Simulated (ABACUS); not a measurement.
ABACUS run on GePd (Pnma, 8 atoms in the cell; from Materials Project mp-1424, changed as shown): self-consistent single point.

Level of theory: PBEsol, PseudoDojo 0.4 standard norm-conserving PBEsol (tails mended) pseudopotentials (plane waves; ABACUS).

The change in words: volume scaled by 0.98. Reference geometry (Pnma):
```yaml
crystal:
  lattice:
    - [5.78357, 0.00000, 0.00000]
    - [0.00000, 3.54926, 0.00000]
    - [0.00000, 0.00000, 6.29615]
  atoms:
    - { symbol: Ge, position: [0.81460, 0.75000, 0.57781] }
    - { symbol: Ge, position: [0.18540, 0.25000, 0.42219] }
    - { symbol: Ge, position: [0.68540, 0.25000, 0.07781] }
    - { symbol: Ge, position: [0.31460, 0.75000, 0.92219] }
    - { symbol: Pd, position: [0.99622, 0.75000, 0.19099] }
    - { symbol: Pd, position: [0.00378, 0.25000, 0.80901] }
    - { symbol: Pd, position: [0.50378, 0.25000, 0.69099] }
    - { symbol: Pd, position: [0.49622, 0.75000, 0.30901] }
```

Reference input (self-consistent single point, DFT, PBEsol, plane waves, PseudoDojo 0.4 standard norm-conserving PBEsol (tails mended) pseudopotentials): KPT = Gamma 3 4 2 0 0 0; basis_type = pw; ecutwfc = 82 Ry; smearing_method = gaussian; smearing_sigma = 0.0146997 Ry; potentials = PseudoDojo 0.4 standard norm-conserving PBEsol (tails mended); symmetry = 1; ks_solver = dav; scf_nmax = 100; scf_thr = 1.0e-09 Ry; mixing_type = pulay. This run's input differs from it in these lines:

```diff
@@ -25,5 +25,5 @@
 LATTICE_VECTORS
-   5.7835700000    0.0000000000    0.0000000000
-   0.0000000000    3.5492600000    0.0000000000
-   0.0000000000    0.0000000000    6.2961500000
+   5.7447510000    0.0000000000    0.0000000000
+   0.0000000000    3.5254370000    0.0000000000
+   0.0000000000    0.0000000000    6.2538900000
 
@@ -35,6 +35,6 @@
 4
-   4.7112961220    2.6619450000    3.6379784315 1 1 1
-   1.0722738780    0.8873150000    2.6581715685 1 1 1
-   3.9640588780    0.8873150000    0.4899034315 1 1 1
-   1.8195111220    2.6619450000    5.8062465685 1 1 1
+   4.6796741646    2.6440777500    3.6135601809 1 1 1
+   1.0650768354    0.8813592500    2.6403298191 1 1 1
+   3.9374523354    0.8813592500    0.4866151809 1 1 1
+   1.8072986646    2.6440777500    5.7672748191 1 1 1
 
@@ -43,6 +43,6 @@
 4
-   5.7617081054    2.6619450000    1.2025016885 1 1 1
-   0.0218618946    0.8873150000    5.0936483115 1 1 1
-   2.9136468946    0.8873150000    4.3505766885 1 1 1
-   2.8699231054    2.6619450000    1.9455733115 1 1 1
+   5.7230358412    2.6440777500    1.1944304511 1 1 1
+   0.0217151588    0.8813592500    5.0594595489 1 1 1
+   2.8940906588    0.8813592500    4.3213754511 1 1 1
+   2.8506603412    2.6440777500    1.9325145489 1 1 1
 # file: KPT
```

Output, abridged:

```
 SELF-CONSISTENT
 -------------------------------------------
                                 init_chg = atomic

 PW ALGORITHM --------------- ION=   1  ELEC=   1--------------------------------

 Density error is 3.90376754184
                          Error Threshold = 0.01
 E_KohnSham     -1790.4514347816     -24360.3415053045
 E_Fermi        1.3700153860         18.6400155967

 PW ALGORITHM --------------- ION=   1  ELEC=   2--------------------------------

 Density error is 9.74385828066
                          Error Threshold = 0.00304981839207
 E_KohnSham     -1791.4517456663     -24373.9514331086
   [... lines left out ...]

 Density error is 1.44601782367e-09
                          Error Threshold = 6.24147469565e-11
 E_KohnSham     -1792.7897004983     -24392.1552424904
 E_Fermi        1.2549739347         17.0747963535

 PW ALGORITHM --------------- ION=   1  ELEC=  10--------------------------------

 Density error is 5.26742783576e-11
                          Error Threshold = 1.12970142474e-12
 E_KohnSham     -1792.7897004986     -24392.1552424944
 E_KS(sigma->0) -1792.7866719731     -24392.1140372910
 E_entropy(-TS) -0.0060570510        -0.0824104068
 E_Fermi        1.2549750972         17.0748121698
 charge density convergence is achieved
 final etot is -24392.155242 eV
 EFERMI = 17.07481217 eV

 STATE ENERGY(eV) AND OCCUPATIONS    NSPIN == 1
   [... 74 lines left out ...]

 TOTAL-FORCE (eV/Angstrom)
                       Ge1         0.0632023751         0.0000000000        -0.0536095728
                       Ge2        -0.0632023751         0.0000000000         0.0536095728
                       Ge3        -0.0632023751         0.0000000000        -0.0536095728
                       Ge4         0.0632023751         0.0000000000         0.0536095728
                       Pd1        -0.0777120198         0.0000000000        -0.1241226948
                       Pd2         0.0777120198         0.0000000000         0.1241226948
                       Pd3         0.0777120198         0.0000000000        -0.1241226948
   [... lines left out ...]

 TOTAL-STRESS (KBAR)
        15.1556712852        -0.0000000000         0.0000000000
         0.0000000000        -5.4051228887         0.0000000000
         0.0000000000         0.0000000000         4.1463213264
 TOTAL-PRESSURE: 4.632290 KBAR

 --------------------------------------------
 !FINAL_ETOT_IS -24392.1552424944129598 eV
 --------------------------------------------
```

The run converged in 10 iterations. Against the reference run the free energy falls by 2.1 meV/atom, the pressure goes from -2.47 to 0.46 GPa and the largest force goes from 0.102 to 0.146 eV/Å.

The structure comes from a collection of computed structures, made at another level of theory; the collection holds predicted forms beside known ones. No clean gap shows at this smearing width and mesh (spacing up to 0.50 Å⁻¹); the mesh is coarse for partly filled bands, so the values carry mesh errors.

Cost on one core: very roughly 4 core-minutes.

“Tails mended”: in these copies of the files the far tail of each local potential was reset to the Coulomb form.
